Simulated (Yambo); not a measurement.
Yambo run on Ca₂RuH₆ (space group Fm-3m, No. 225). The wavefunctions are norm-conserving PBEsol (Quantum ESPRESSO, 84 Ry, no spin-orbit coupling) ones on a 4×4×4 mesh (21 occupied bands); a = 5.0865 Å, b = 5.0865 Å, c = 5.0865 Å, α = 60.00°, β = 60.00°, γ = 60.00°.

Yambo input:

```
rim_cut
gw0
dyson
el_el_corr
HF_and_locXC
ppa
em1d
RandQpts= 1000000
RandGvec= 1 Ry
EXXRLvcs= 84 Ry
VXCRLvcs= 336 Ry
Chimod= "HARTREE"
% BndsRnXp
 5 | 174 |
%
NGsBlkXp= 3 Ry
% LongDrXp
 1.0 | 1.0 | 1.0 |
%
PPAPntXp= 27.2114 eV
% GbndRnge
 1 | 174 |
%
GTermKind= "BG"
DysSolver= "n"
ExtendOut
% QPkrange
 7 | 7 | 21 | 22 |
 8 | 8 | 21 | 21 |
%
```

k points by index: 7 = X, 8 = W.

Table of the .qp output:

```
#    K-point    Band    Eo [eV]    E [eV]    E-Eo [eV]    Vxc [eV]    Vnlxc [eV]    Sc|Eo [eV]    Sc|E [eV]    dSc/dw|Eo [eV]    Re(Z)    Im(Z)
#
    7    21    -0.007277    -0.324015    -0.316738    -18.68705    -22.55431    3.464364    3.550521    -7.398698    0.786224    -0.001502
    7    22    2.342280    3.318378    0.976099    -15.15743    -10.46435    -3.498495    -3.716984    -6.090317    0.817115    -0.001216
    8    21    0.000000    -0.318768    -0.318768    -18.72087    -22.60472    3.478329    3.565077    -7.402076    0.786147    -0.001502
```
(The two width columns are left out.) Convergence of these settings isn't established.

Geometry of the Materials Project entry, not relaxed at this level.

The structure is a Materials Project entry; no match was found in the copy of COD used, and its stability was not checked.
